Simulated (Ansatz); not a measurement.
The elements of this relaxed trial crystal are hidden behind letters.

```
lattice vectors (Å)
   4.6288    0.0000    0.0000
   0.0000    4.6288    0.0000
   0.0000    0.0000    8.5521
fractional positions
X 0.0000 0.5000 0.2743
X 0.5000 0.0000 0.7257
X 0.5000 0.5000 0.0000
X 0.0000 0.0000 0.0000
Z 0.0000 0.5000 0.6521
Z 0.5000 0.0000 0.3479
```

Level of theory: DFT PBE, scalar-relativistic, plane waves, PAW in Ansatz. Plane waves to 420 eV, an 8×8×4 mesh through Γ for the 6-atom cell and 0.10 eV Gaussian smearing; no spin polarisation.

| Quantity | Value |
| --- | --- |
| Space group | P4/nmm (No. 129) |
| Conventional cell | a = 4.629 Å, c = 8.552 Å |
| Volume per atom | 30.54 Å³ |
| Density | 8.06 g/cm³ |
| Energy over the elements | +0.08 eV/atom |
| Gap on the 8×8×4 mesh of the 6-atom cell | 0 eV (a metal) |

Energies are uncorrected and count from the elements' standard states at the same level.

**Question.** X is a p-block element of period 5 and Z is a p-block element of period 6. Which elements are they?

**Answer.** X = Sn, Z = Pb, so the formula is Sn2Pb, here in the Cu2Sb type. Density times volume gives a mean mass of 8.06 × 30.54/1.6605 = 148.2 u per atom, and this set has 148.2 u. Among the elements that the hints allow, noble gases aside, only these give it. Sn on a site of symmetry 4mm is surrounded by 5 Pb at 3.23–3.33 Å and 4 Sn at 3.30 Å; Sn on a site of symmetry -4m2 has 8 Sn at 3.27–3.30 Å and 4 Pb at 3.77 Å; around Pb lie 5 Sn at 3.23–3.33 Å and 4 Sn at 3.77 Å.

Spin–orbit coupling, which can matter for Pb, is left out. A structure relaxed within its symmetry needn't be a true minimum. Another cell of the same search, in P6/mmm, lies 52 meV/atom lower, so this cell isn't the stable form at this level.
